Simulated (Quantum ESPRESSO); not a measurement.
TiGa3O5N, one run as intended and one with a planted mistake

Computed values, not a measurement. The program is pw.x of Quantum ESPRESSO 7.5 (plane-wave density functional theory). The cell is made up: 10 atoms on a corundum lattice, with randomly drawn elements, strain and displacements, not relaxed. PseudoDojo standard norm-conserving files (v0.5 for PBE, v0.4.1 for LDA and PBEsol) set the functional; there is no spin polarisation, spin-orbit coupling or dispersion term, and the masses in the input are unused placeholders.

Intended input:

```
&control calculation='scf', pseudo_dir='./dojo.nc.sr.pbe.v0_5.standard.upf', outdir='./o', disk_io='medium', tprnfor=.true., tstress=.true. /
&system ibrav=0, nat=10, ntyp=4, nbnd=49, ecutwfc=84.00895049, nosym=.true., tot_charge=0,
 occupations='smearing', smearing='fd', degauss=0.0018374661
/
&electrons conv_thr=7.350e-09, electron_maxstep=60, /
ATOMIC_SPECIES
Ga 1.0 Ga.upf
N 1.0 N.upf
O 1.0 O.upf
Ti 1.0 Ti.upf
CELL_PARAMETERS angstrom
2.5637 1.4202 4.4648
-2.6073 1.3995 4.4958
-0.0397 -2.9854 4.5338
ATOMIC_POSITIONS angstrom
Ti 0.0513 -0.0673 4.7561
Ga -0.0218 -0.04 1.9611
Ga -0.0483 -0.068 8.7238
Ga -0.1429 -0.1388 11.4978
O -1.0188 1.3356 7.8909
O -0.8683 -1.6813 7.8595
O 1.8117 0.0935 7.7806
O 0.9625 -1.5261 5.6113
N 0.7089 1.5491 5.581
O -1.8727 -0.1874 5.6405
K_POINTS automatic
5 5 5 1 1 1
```

The log is shortened where brackets say so; the opening notice, blank lines, dates and the lines on written files are dropped, and the path of the files is cut. It prints rydbergs, bohrs and kilobars, and counts compression as positive stress. Where no state is partly filled, the Fermi energy that it prints is only some level between the filled and the empty states on the mesh, and need not lie in the true gap.

Log of the intended run:

```
     Program PWSCF v.7.5
     Parallel version (MPI & OpenMP), running on       1 processor cores
     Number of MPI processes:                 1
     Threads/MPI process:                     1
     [start-up lines left out]
     bravais-lattice index     =            0
     lattice parameter (alat)  =      10.0926  a.u.
     unit-cell volume          =     689.7620 (a.u.)^3
     number of atoms/cell      =           10
     number of atomic types    =            4
     number of electrons       =        86.00
     number of Kohn-Sham states=           49
     kinetic-energy cutoff     =      84.0090  Ry
     charge density cutoff     =     336.0358  Ry
     scf convergence threshold =      7.3E-09
     mixing beta               =       0.7000
     number of iterations used =            8  plain     mixing
     Exchange-correlation= PBE
                           (   1   4   3   4   0   0   0)
     [axes and pseudopotential details left out]
   Cartesian axes
     site n.     atom                  positions (alat units)
         1        Ti     tau(   1) = (   0.0096053  -0.0126011   0.8905248  )
         2        Ga     tau(   2) = (  -0.0040818  -0.0074895   0.3671933  )
         3        Ga     tau(   3) = (  -0.0090436  -0.0127322   1.6334309  )
         4        Ga     tau(   4) = (  -0.0267564  -0.0259887   2.1528303  )
         5        O      tau(   5) = (  -0.1907585   0.2500757   1.4774799  )
         6        O      tau(   6) = (  -0.1625792  -0.3148040   1.4716007  )
         7        O      tau(   7) = (   0.3392199   0.0175068   1.4568275  )
         8        O      tau(   8) = (   0.1802170  -0.2857446   1.0506512  )
         9        N      tau(   9) = (   0.1327333   0.2900511   1.0449778  )
        10        O      tau(  10) = (  -0.3506415  -0.0350885   1.0561185  )
     number of k points=    63  Fermi-Dirac smearing, width (Ry)=  0.0018
                       cart. coord. in units 2pi/alat
        k(    1) = (   0.0007062   0.0014426   0.1187554), wk =   0.0320000
        k(    2) = (   0.0021321  -0.2406610   0.1949469), wk =   0.0320000
     [further k points left out]
     Dense  grid:    71767 G-vectors     FFT dimensions: (  60,  60,  60)
     Estimated max dynamical RAM per process >     111.05 MB
     Initial potential from superposition of free atoms
     starting charge      85.9904, renormalised to      86.0000
     Starting wfcs are   61 randomized atomic wfcs
     total cpu time spent up to now is       15.8 secs
     per-process dynamical memory:    90.9 Mb
     Self-consistent Calculation
     iteration #  1     ecut=    84.01 Ry     beta= 0.70
     Davidson diagonalization with overlap
     ethr =  1.00E-02,  avg # of iterations =  2.0
     total cpu time spent up to now is       43.9 secs
     total energy              =    -762.59475735 Ry
     estimated scf accuracy    <       3.05285525 Ry
     iteration #  2     ecut=    84.01 Ry     beta= 0.70
     Davidson diagonalization with overlap
     ethr =  3.55E-03,  avg # of iterations =  4.6
     total cpu time spent up to now is       90.2 secs
     total energy              =    -759.09846240 Ry
     estimated scf accuracy    <      34.19353264 Ry
     [iterations 3 to 12 left out]
     iteration # 13     ecut=    84.01 Ry     beta= 0.70
     Davidson diagonalization with overlap
     ethr =  1.05E-09,  avg # of iterations =  2.0
     total cpu time spent up to now is      456.2 secs
     total energy              =    -764.14419558 Ry
     estimated scf accuracy    <       0.00000002 Ry
     iteration # 14     ecut=    84.01 Ry     beta= 0.70
     Davidson diagonalization with overlap
     ethr =  2.53E-11,  avg # of iterations =  4.9
     total cpu time spent up to now is      498.2 secs
     End of self-consistent calculation
     [lines on levels left out]
     the Fermi energy is    11.7003 ev
!    total energy              =    -764.14419559 Ry
     estimated scf accuracy    <          4.8E-09 Ry
     smearing contrib. (-TS)   =      -0.00000000 Ry
     internal energy E=F+TS    =    -764.14419559 Ry
     The total energy is F=E-TS. E is the sum of the following terms:
     one-electron contribution =    -221.32239860 Ry
     hartree contribution      =     182.94913162 Ry
     xc contribution           =    -191.57902903 Ry
     ewald contribution        =    -534.19189958 Ry
     convergence has been achieved in  14 iterations
     Forces acting on atoms (cartesian axes, Ry/au):
     atom    1 type  4   force =    -0.02082561    0.06684842    0.05911356
     atom    2 type  1   force =    -0.04609270    0.02339843   -0.04160856
     atom    3 type  1   force =     0.04002352   -0.05249668   -0.00959021
     atom    4 type  1   force =     0.05347091   -0.02511388    0.00337670
     atom    5 type  3   force =    -0.02848508    0.02530560   -0.01120874
     atom    6 type  3   force =     0.01604627    0.00089270    0.01473921
     atom    7 type  3   force =    -0.02730255   -0.02191053    0.02960936
     atom    8 type  3   force =    -0.03243737    0.01494866    0.00969558
     atom    9 type  2   force =    -0.00794902   -0.03743641   -0.02337799
     atom   10 type  3   force =     0.05355162    0.00556370   -0.03074891
     Total force =     0.179252     Total SCF correction =     0.000151
     Computing stress (Cartesian axis) and pressure
          total   stress  (Ry/bohr**3)                   (kbar)     P=       12.25
  -0.00017573  -0.00003906   0.00009277          -25.85       -5.75       13.65
  -0.00003906  -0.00011859   0.00006523           -5.75      -17.45        9.60
   0.00009277   0.00006523   0.00054407           13.65        9.60       80.03
     init_run     :     15.26s CPU     15.60s WALL (       1 calls)
     electrons    :    458.39s CPU    482.44s WALL (       1 calls)
     forces       :      5.42s CPU      5.48s WALL (       1 calls)
     stress       :     20.53s CPU     20.64s WALL (       1 calls)
     [timing details left out]
     PWSCF        :   8m19.92s CPU   8m45.16s WALL
     JOB DONE.
```

A second run has one planted mistake: the plane-wave cutoff is too low. The input lines that differ, file-writing options aside:

```
- &system ibrav=0, nat=10, ntyp=4, nbnd=49, ecutwfc=84.00895049, nosym=.true., tot_charge=0,
+ &system ibrav=0, nat=10, ntyp=4, nbnd=49, ecutwfc=51.52254969, nosym=.true., tot_charge=0,
```

Its log:

```
     Program PWSCF v.7.5
     Parallel version (MPI & OpenMP), running on       1 processor cores
     Number of MPI processes:                 1
     Threads/MPI process:                     1
     [start-up lines left out]
     bravais-lattice index     =            0
     lattice parameter (alat)  =      10.0926  a.u.
     unit-cell volume          =     689.7620 (a.u.)^3
     number of atoms/cell      =           10
     number of atomic types    =            4
     number of electrons       =        86.00
     number of Kohn-Sham states=           49
     kinetic-energy cutoff     =      51.5225  Ry
     charge density cutoff     =     206.0902  Ry
     scf convergence threshold =      7.3E-09
     mixing beta               =       0.7000
     number of iterations used =            8  plain     mixing
     Exchange-correlation= PBE
                           (   1   4   3   4   0   0   0)
     [axes and pseudopotential details left out]
   Cartesian axes
     site n.     atom                  positions (alat units)
         1        Ti     tau(   1) = (   0.0096053  -0.0126011   0.8905248  )
         2        Ga     tau(   2) = (  -0.0040818  -0.0074895   0.3671933  )
         3        Ga     tau(   3) = (  -0.0090436  -0.0127322   1.6334309  )
         4        Ga     tau(   4) = (  -0.0267564  -0.0259887   2.1528303  )
         5        O      tau(   5) = (  -0.1907585   0.2500757   1.4774799  )
         6        O      tau(   6) = (  -0.1625792  -0.3148040   1.4716007  )
         7        O      tau(   7) = (   0.3392199   0.0175068   1.4568275  )
         8        O      tau(   8) = (   0.1802170  -0.2857446   1.0506512  )
         9        N      tau(   9) = (   0.1327333   0.2900511   1.0449778  )
        10        O      tau(  10) = (  -0.3506415  -0.0350885   1.0561185  )
     number of k points=    63  Fermi-Dirac smearing, width (Ry)=  0.0018
                       cart. coord. in units 2pi/alat
        k(    1) = (   0.0007062   0.0014426   0.1187554), wk =   0.0320000
        k(    2) = (   0.0021321  -0.2406610   0.1949469), wk =   0.0320000
     [further k points left out]
     Dense  grid:    34433 G-vectors     FFT dimensions: (  48,  48,  48)
     Estimated max dynamical RAM per process >      55.86 MB
     Check: negative core charge=   -0.000118
     Initial potential from superposition of free atoms
     starting charge      85.9904, renormalised to      86.0000
     Starting wfcs are   61 randomized atomic wfcs
     total cpu time spent up to now is        6.8 secs
     per-process dynamical memory:    49.0 Mb
     Self-consistent Calculation
     iteration #  1     ecut=    51.52 Ry     beta= 0.70
     Davidson diagonalization with overlap
     ethr =  1.00E-02,  avg # of iterations =  2.0
     total cpu time spent up to now is       21.3 secs
     total energy              =    -761.41840216 Ry
     estimated scf accuracy    <       2.98928099 Ry
     iteration #  2     ecut=    51.52 Ry     beta= 0.70
     Davidson diagonalization with overlap
     ethr =  3.48E-03,  avg # of iterations =  5.3
     total cpu time spent up to now is       39.6 secs
     total energy              =    -758.05036103 Ry
     estimated scf accuracy    <      31.75875609 Ry
     [iterations 3 to 12 left out]
     iteration # 13     ecut=    51.52 Ry     beta= 0.70
     Davidson diagonalization with overlap
     ethr =  1.54E-10,  avg # of iterations =  3.6
     total cpu time spent up to now is      249.2 secs
     total energy              =    -762.91476845 Ry
     estimated scf accuracy    <       0.00000003 Ry
     iteration # 14     ecut=    51.52 Ry     beta= 0.70
     Davidson diagonalization with overlap
     ethr =  3.77E-11,  avg # of iterations =  2.0
     total cpu time spent up to now is      266.5 secs
     End of self-consistent calculation
     [lines on levels left out]
     the Fermi energy is    11.7286 ev
!    total energy              =    -762.91476845 Ry
     estimated scf accuracy    <          9.0E-10 Ry
     smearing contrib. (-TS)   =       0.00000000 Ry
     internal energy E=F+TS    =    -762.91476845 Ry
     The total energy is F=E-TS. E is the sum of the following terms:
     one-electron contribution =    -218.81789464 Ry
     hartree contribution      =     181.05427629 Ry
     xc contribution           =    -190.95925051 Ry
     ewald contribution        =    -534.19189959 Ry
     convergence has been achieved in  14 iterations
     Forces acting on atoms (cartesian axes, Ry/au):
     atom    1 type  4   force =    -0.02522656    0.06361987    0.05074029
     atom    2 type  1   force =    -0.04729808    0.01800311   -0.04879453
     atom    3 type  1   force =     0.03639609   -0.04983940   -0.01420098
     atom    4 type  1   force =     0.05232114   -0.02427330    0.00894550
     atom    5 type  3   force =    -0.02822339    0.02205585   -0.00339619
     atom    6 type  3   force =     0.01685346   -0.00063951    0.01950220
     atom    7 type  3   force =    -0.02039671   -0.02101035    0.02937715
     atom    8 type  3   force =    -0.03529467    0.01525713    0.01088502
     atom    9 type  2   force =    -0.00582866   -0.03483148   -0.02115939
     atom   10 type  3   force =     0.05669738    0.01165809   -0.03189907
     Total force =     0.175947     Total SCF correction =     0.000094
     Computing stress (Cartesian axis) and pressure
          total   stress  (Ry/bohr**3)                   (kbar)     P=    -1762.46
  -0.01222688  -0.00003827   0.00006860        -1798.64       -5.63       10.09
  -0.00003827  -0.01218860   0.00007356           -5.63    -1793.00       10.82
   0.00006860   0.00007356  -0.01152744           10.09       10.82    -1695.74
     init_run     :      6.70s CPU      6.78s WALL (       1 calls)
     electrons    :    250.64s CPU    259.62s WALL (       1 calls)
     forces       :      2.63s CPU      2.65s WALL (       1 calls)
     stress       :     10.06s CPU     10.09s WALL (       1 calls)
     [timing details left out]
     PWSCF        :   4m30.15s CPU   4m39.38s WALL
     JOB DONE.
```

|  | intended run | run with the mistake |
| --- | --- | --- |
| free energy (eV) | -10396.711 | -10379.984 |
| smearing term -TS (eV) | 0.0000 | 0.0000 |
| pressure (GPa) | 1.22 | -176.25 |
| largest force component (eV/Å) | 1.719 | 1.636 |
| largest change of a force component (eV/Å) |  | 0.215 |
| iterations | 14 | 14 |

For scale, a rerun of the intended cell at a cutoff of 1437 eV and k mesh 7 x 7 x 7 moved values by no more than 0.004 eV in energy, 0.03 GPa in stress and 0.002 eV/Å in force.